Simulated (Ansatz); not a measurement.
Here is the system:

AlN:
```
AlN
1.0
    3.07831     0.00000     0.00000
   -1.53916     2.66589     0.00000
    0.00000     0.00000     9.96808
Al N
4 4
Direct
  0.00000   0.00000   0.00145
  0.00000   0.00000   0.50145
  0.66667   0.33333   0.75036
  0.33333   0.66667   0.25036
  0.00000   0.00000   0.81192
  0.00000   0.00000   0.31192
  0.66667   0.33333   0.56190
  0.33333   0.66667   0.06190
```

This is the LDA-relaxed structure.

Q: All from the program Ansatz at the LDA level (PAW), unless another level is named. Estimate the formation energy from the elements (no fitted shifts).

A: -1.66 eV/atom.

Q: Next, the electron effective mass?

A: 0.40, 0.43, 0.51 mₑ (principal values).

Q: And the weight of the conduction-edge state by species (Voronoi cells)?

A: Al 63 %, N 37 %.

Q: Give the weight of the valence-edge state by species (Voronoi cells).

A: N 87 %, Al 13 %.

Space group P6_3mc. A made-up cell: these elements were put on the sites of a structure type. Its sites differ from those of the usual phase in this space group: another stacking or structure type. The cell was relaxed with LDA under the symmetry of its start; phonons on a q-mesh show no instability. The references are the lowest solids computed at this level, not always the standard phases (solids in place of the gases).

Potentials: the later of the program's two PAW sets.

Edges and masses are those of Kohn–Sham bands, whose gap is no quasiparticle gap.
